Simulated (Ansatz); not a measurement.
Theory: DFT PBE, scalar-relativistic, plane waves, PAW (Ansatz). All cells share a 420 eV cutoff and Γ-centred k meshes spaced at most about 0.3 Å⁻¹ (about 0.25 or finer for metals, 2π included). No spin polarisation in the final relaxations.

Each of these unrelaxed guesses is relaxed in cell and atoms within its symmetry. A guess keeps its type if space group and coordination stay and the shape of the cell changes little (axis ratios within about 15 %, angles within 6°); the volume may change.

1. Mg3CdS4

```
Mg Cd S
1.0
    -2.76671    2.76671    5.53342
     2.76671   -2.76671    5.53342
     2.76671    2.76671   -5.53342
Mg Cd S
3 1 4
Direct
  0.00000 0.00000 0.00000
  0.75000 0.25000 0.50000
  0.25000 0.75000 0.50000
  0.50000 0.50000 0.00000
  0.75000 0.75000 0.00000
  0.25000 0.25000 0.00000
  0.50000 0.00000 0.50000
  0.00000 0.50000 0.50000
```

2. Be3SeO2

```
Be Se O
1.0
     2.77985    0.00000    0.00000
     0.00000    2.77985    0.00000
     0.00000    0.00000    8.41639
Be Se O
3 1 2
Direct
  0.00000 0.00000 0.83907
  0.00000 0.00000 0.16093
  0.00000 0.00000 0.50000
  0.50000 0.50000 0.00000
  0.50000 0.50000 0.32482
  0.50000 0.50000 0.67518
```

Question: Which keep their type?

Answer: Guess 1 keeps its type.

```
guess  kept  start group  end group  V start (Å³/atom)  V end  b/a and c/a, end over start  nearest neighbours start  nearest neighbours end
    1   yes       I4/mmm     I4/mmm               21.2   18.7                   1.00, 1.00           Cd 6, Mg 6, S 6         Cd 6, Mg 6, S 6
    2    no       P4/mmm     P4/mmm               10.8   16.6                   1.00, 2.35       Be 9/12, O 9, Se 10         Be 4, O 4, Se 4
```

Neighbours count within 15 % of an atom's shortest distance; end groups are read at 0.02 Å (0.05 Å in metals).

No dispersion correction is applied, so the spacing and binding between layers, chains or molecules are poorly described (Be3SeO2 P4/mmm). Cells relaxed within their symmetry can be saddle points.

In counts of neighbours, a slash parts the counts of unlike sites.
